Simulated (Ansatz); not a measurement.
Starting cell, Rh (fcc, Cu type):

```yaml
crystal:
  lattice:
    - [3.83026, 0.00000, 0.00000]
    - [0.00000, 3.83026, 0.00000]
    - [0.00000, 0.00000, 3.83026]
  atoms:
    - { symbol: Rh, position: [0.00000, 0.00000, 0.00000] }
    - { symbol: Rh, position: [0.50000, 0.50000, 0.00000] }
    - { symbol: Rh, position: [0.50000, 0.00000, 0.50000] }
    - { symbol: Rh, position: [0.00000, 0.50000, 0.50000] }
```

Scan: atom 1 (Rh, nearest neighbour Rh at 2.708 Å; its periodic images, 3.8 Å or more away, move with it) is displaced along Cartesian z, direction (0.000, 0.000, 1.000) in Cartesian axes, by s. The other atoms stay.

The numbers are results of PBE (plane waves to 420 eV, PAW, scalar-relativistic; Ansatz, a first-principles code), not measurements. k mesh 10×10×10 (Γ-centred), Fermi-Dirac smearing 0.05 eV. E stands for the smeared free energy. With partly filled bands, energies and forces of such displacements shift with the k mesh and the smearing. Rh is run without spin polarisation. Rh was relaxed with its symmetry unable to fall. The PAW data are Ansatz's earlier set. ΔE is measured from the undisplaced structure.

The scan covers s from -0.270 to 0.270 Å in 11 points.

### Question
Is the energy the same for equal positive and negative displacements?

### Answer
Even: the same for both signs. With its periodic images moving along, the atom's site symmetry in this cell is m-3m.

### Question
What is the force constant k = d²E/ds² of this move at s = 0?

### Answer
10.8 eV/Å².

(For displaced atoms, the force is minus the slope of the energy, and its curvature is a force constant, which sets phonon frequencies.)
